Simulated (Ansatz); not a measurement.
Given:

ZnSe:
```yaml
crystal:
  lattice:
    - [-1.86858, 1.86858, 2.64656]
    - [1.86858, -1.86858, 2.64656]
    - [1.86858, 1.86858, -2.64656]
  atoms:
    - { symbol: Zn, position: [0.00000, 0.00000, 0.00000] }
    - { symbol: Se, position: [0.50000, 0.50000, 0.00000] }
```

This is the PBE+D3(BJ)-relaxed structure.

Problem. All from the program Ansatz at the PBE+D3(BJ) level (PAW), unless another level is named. Give the electronic character.

Solution. metallic (no gap).

Problem. Give the density of states at the Fermi level.

Solution. 0.34 states/eV per atom (mean over ±0.08 eV).

Problem. Give the formation energy from the elements (no fitted shifts).

Solution. -0.43 eV/atom.

Problem. Give the gap with spin–orbit coupling.

Solution. none (metallic).

Space group Fm-3m (rock salt). This is a known high-pressure phase of the composition, computed here at zero pressure and temperature. Symmetry was held in the PBE+D3(BJ) relaxation; its stability against distortions is not shown here. The references are the lowest solids computed at this level, not always the standard phases. Scalar-relativistic: spin–orbit coupling is off unless named, which matters more the heavier the elements.

Potentials: the earlier of the program's two PAW sets.
